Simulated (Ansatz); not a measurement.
LiCl:
```
CELL_PARAMETERS angstrom
      0.00000     2.57497     2.57497
      2.57497     0.00000     2.57497
      2.57497     2.57497     0.00000
ATOMIC_POSITIONS crystal
  Li 0.00000 0.00000 0.00000
  Cl 0.50000 0.50000 0.50000
```

Relaxed with PBE. Special points in fractions of this cell's reciprocal vectors: Γ (0.000, 0.000, 0.000); X (0.500, 0.000, 0.500); U (0.625, 0.250, 0.625); K (0.375, 0.375, 0.750); L (0.500, 0.500, 0.500); W (0.500, 0.250, 0.750).

Q: List the band energies nearest the valence-band maximum at these points for PBE (plane waves, PAW; program Ansatz).

A: In eV from the valence-band maximum; about four levels below and three above (degenerate sets whole), none deeper than 8.9 eV; points with the same levels are listed once.

| k | below | above |
|---|---|---|
| Γ | 0.00 0.00 0.00 | 6.26 11.78 11.78 11.78 |
| X | -2.84 -1.08 -1.08 | 7.80 8.25 12.34 |
| U | -2.43 -1.75 -0.81 | 8.03 9.84 11.34 |
| L | -2.77 -0.25 -0.25 | 6.73 9.43 9.43 |
| W | -2.08 -2.08 -1.04 | 9.43 10.07 10.35 10.35 |

Space group Fm-3m (rock salt). Symmetry was held in the PBE relaxation.

Potentials: the later of the program's two PAW sets.
